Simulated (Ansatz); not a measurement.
This log comes from Ansatz, run on In3GaAs4 as one 8-atom ordering (Cm) on the zincblende lattice. The geometry is the r2SCAN minimum.

Structure:
```cif
data_structure
_symmetry_space_group_name_H-M 'P 1'
_symmetry_Int_Tables_number 1
_cell_length_a 7.3449
_cell_length_b 7.3449
_cell_length_c 7.3525
_cell_angle_alpha 99.525
_cell_angle_beta 99.525
_cell_angle_gamma 33.556
_cell_volume 215.95
loop_
_atom_site_label
_atom_site_type_symbol
_atom_site_fract_x
_atom_site_fract_y
_atom_site_fract_z
_atom_site_occupancy
Ga1 Ga 0.00018 0.00018 0.99917 1
In1 In 0.49998 0.49998 0.49987 1
In2 In 0.25212 0.25212 0.75581 1
In3 In 0.74736 0.74736 0.24416 1
As1 As 0.55641 0.55641 0.17078 1
As2 As 0.06140 0.06140 0.70239 1
As3 As 0.82268 0.82268 0.94133 1
As4 As 0.30986 0.30986 0.43650 1
```

Abridged output:
```
scf.n_extra_bands = 6 over 56 filled bands (N_el = 112.0): the run solves 62 bands
Pseudopotential: Ga, paw, valence charge 13, recommended cutoff 500 eV (meta_gga)
Pseudopotential: In, paw, valence charge 13, recommended cutoff 500 eV (meta_gga)
Pseudopotential: As, paw, valence charge 15, recommended cutoff 500 eV (meta_gga)
Functional definition: r2SCAN
Crystal: 8 atoms, lattice volume = 215.948 Å³
Basis set: ecut = 500 eV, 5479 PW (Γ)
Symmetry: 2 space group operations
Space group: Cm (ITA 8)
k-points: 47 of 144 (time reversal used)
preconditioner: auto → Resta (q_TF=auto, 2.446 Å⁻¹)  ε∞=3.5  [insulator: Δε(μ)=0.098 eV  σ=0.020 eV  ℏωp=21.4 eV]
SCF 1 converged in 8 iterations: F = -40087.153213 eV  dr2 = 1.35e-8
SCF converged after 8 iterations
Free energy (F): -40087.153213 eV
Internal energy: -40087.153105 eV  (E = F + TS)
E sigma→0 (E₀):  -40087.153159 eV
Entropy (-TS):   -0.000107 eV (-0.013 meV/atom)
Fermi energy:    7.483934 eV
--- Per-component energies (eV) ---
  E_band       = -1352.923020
  E_kinetic    = 1256.244741
  E_local      = -13951.855170
  E_nonlocal   = -1148.817082
  E_hartree    = 6826.348876
  E_xc         = -960.454290
  E_vxc        = -714.871215
  E_paw        = -21951.596328
  E_vpaw       = -489.091773
  E_vtau       = 42.772532
  E_ewald      = -10153.437748
  E_core_change = -3.586063
  E_smearing   = -0.000107
--- Forces (eV/Å), atoms counted from 1 ---
  atom   1  Ga      0.00008      0.00000      0.00223
  atom   2  In    -0.00157      0.00000    -0.00167
  atom   3  In      0.00084      0.00000    -0.00062
  atom   4  In      0.00014      0.00000      0.00049
  atom   5  As      0.00026      0.00000    -0.00088
  atom   6  As      0.00022      0.00000      0.00024
  atom   7  As    -0.00051      0.00000      0.00021
  atom   8  As      0.00056      0.00000     0.00000
--- Stress (GPa, compression-positive) ---
       -0.006738       0.000000       0.000034
        0.000000      -0.004925       0.000000
        0.000034       0.000000      -0.004677
  P = ⅓ Tr σ = -0.0054 GPa (-0.054 kbar)
--- Band table (eV; the first three rows and the last of 47) ---
  k-point 0: bands = […, 5.7121, 6.3404, 6.4250, 7.3363, 7.3829, 7.4181, 7.5456, 8.6632, 9.7542, 10.1661, …]
  k-point 1: bands = […, 5.4613, 5.7962, 5.8915, 6.2830, 7.0882, 7.0898, 8.8793, 9.4911, 9.9590, 10.2391, …]
  k-point 2: bands = […, 5.5373, 6.0104, 6.3046, 6.4000, 6.4501, 6.5411, 9.4357, 10.0470, 10.1427, 10.3953, …]
  k-point 46: bands = […, 5.3891, 5.5704, 5.6945, 5.7838, 6.6874, 6.8862, 9.2475, 9.9235, 10.0064, 10.1032, …]
```

Levels at the listed points, from bands.tsv (eV from the Fermi energy, bands near the gap, counted from 0):
```tsv
# k_distance	band_51	band_52	band_53	band_54	band_55	band_56	band_57	band_58	band_59
# fermi_ev = 7.483934
# [0, 0, 0] at k_distance = 0.000000
# [-0.2734245664, 0.2734245664, 0] at k_distance = 0.810293
# [0.2734245664, 0.7265754336, 0] at k_distance = 1.284632
# [0.5, 0.5, 0] at k_distance = 1.956087
# [0.5, 0.5, -0.5] at k_distance = 2.389901
# [0.2656796423, 0.7343203577, -0.5] at k_distance = 3.084308
# [-0.2656796423, 0.2656796423, -0.5] at k_distance = 3.547297
# [0, 0, -0.5] at k_distance = 4.334637
# [0, 0.5, -0.5] at k_distance = 5.109444
# [0.05, 0.05, -0.05] at k_distance = 5.951917
# levels_relative_to = fermi_ev
0.000	-1.144	-1.059	-0.148	-0.101	-0.066	0.062	1.179	2.270	2.682
0.810	-2.802	-2.605	-1.956	-1.825	-1.336	2.403	2.596	2.798	4.075
1.285	-2.802	-2.605	-1.956	-1.825	-1.336	2.403	2.596	2.798	4.075
1.956	-1.129	-0.837	-0.702	-0.581	-0.550	0.951	1.304	1.763	1.826
2.390	-1.914	-1.789	-1.700	-0.797	-0.598	1.764	2.440	2.522	2.619
3.084	-2.293	-2.152	-2.079	-1.398	-1.324	1.903	1.962	2.197	2.328
3.547	-2.293	-2.152	-2.079	-1.398	-1.324	1.903	1.962	2.197	2.328
4.335	-1.474	-1.179	-1.084	-1.034	-0.943	1.952	2.563	2.659	2.911
5.109	-2.471	-2.014	-1.783	-1.120	-1.090	1.128	1.748	2.098	2.307
5.952	-1.198	-1.071	-0.472	-0.155	-0.072	0.381	1.247	2.268	2.682
```
In order the rows are Γ, C, C₂, Y₂, M₂, D, D₂, A, L₂, Γ–M₂ (0.10).

Task: Which of these blocks stood in the input: relax, gw, phonons, dielectric, magnetization (spin_orbit)?

Result: None of them. A single point prints forces and stress when the output block asks for them.

Task: Which k mesh was typed?

Result: 6×6×4, Γ-centred. The answer isn't unique; the calculation gave this one.

Task: How were the bands filled?

Result: With smearing of width σ = 0.02 eV (Fermi-Dirac in this run).

The r2SCAN gap is direct at Γ: 0.13 eV.

Run as `ansatz run input.yaml --threads 4 --pin off --max-ram 6451MiB --backend cpu --events-out ev --progress --plain --runs-dir out`. Wall time 51 s on 4 threads of Arm Neoverse V1 (shared host), load about 0.7 per core; peak host memory 1.5 GiB.

No spin polarisation. The prototype was imposed, so other structures may be more stable.

Spin-orbit coupling is left out, which matters wherever the heavy atoms make up the band edges.
